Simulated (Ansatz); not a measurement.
Relaxed-ion elastic tensor of Si3N4 in space group Fd-3m (No. 227; Si on 16c, Si on 8b, N on 32e) in GPa (Voigt order), plane-wave PAW PBEsol (Ansatz code); density 4.01 g/cm³, 8.29 Å³ per atom.

```
536  195  195  0.0  0.0  0.0
195  536  195  0.0  0.0  0.0
195  195  536  0.0  0.0  0.0
0.0  0.0  0.0  332  0.0  0.0
0.0  0.0  0.0  0.0  332  0.0
0.0  0.0  0.0  0.0  0.0  332
```

### Question
Is the crystal mechanically stable?

### Answer
Yes: the smallest eigenvalue of C is 332 GPa.

### Question
Work out the Voigt, Reuss and Hill averages.

### Answer
K_V = 308, K_R = 308, K_H = 308; G_V = 267, G_R = 241, G_H = 254 GPa.

### Question
Give Young's modulus, Poisson's ratio, Pugh's ratio and the universal anisotropy index.

### Answer
E = 9KG/(3K + G) = 597 GPa; ν = 0.18; K/G = 1.22 (brittle by the Pugh limit of 1.75); A_U = 5G_V/G_R + K_V/K_R − 6 = 0.55.

### Question
Estimate the sound speeds and the Debye temperature.

### Answer
v_l = √((K + 4G/3)/ρ) = 12700 m/s, v_t = √(G/ρ) = 7950 m/s, mean 8760 m/s; Θ = (h/k)(3n/4πV)^(1/3) v_m = 1290 K.

### Question
Give the Zener ratio and Young's modulus along [100], [110] and [111].

### Answer
A = 2C44/(C11 − C12) = 1.95; 1/E = S11 − 2(S11 − S12 − S44/2)Γ with Γ = 0, 1/4, 1/3 gives 432, 624, 732 GPa.

The cell was relaxed with PBEsol under the symmetry of its start; phonons on a q-mesh show no instability.

Potentials: the earlier of the program's two PAW sets.
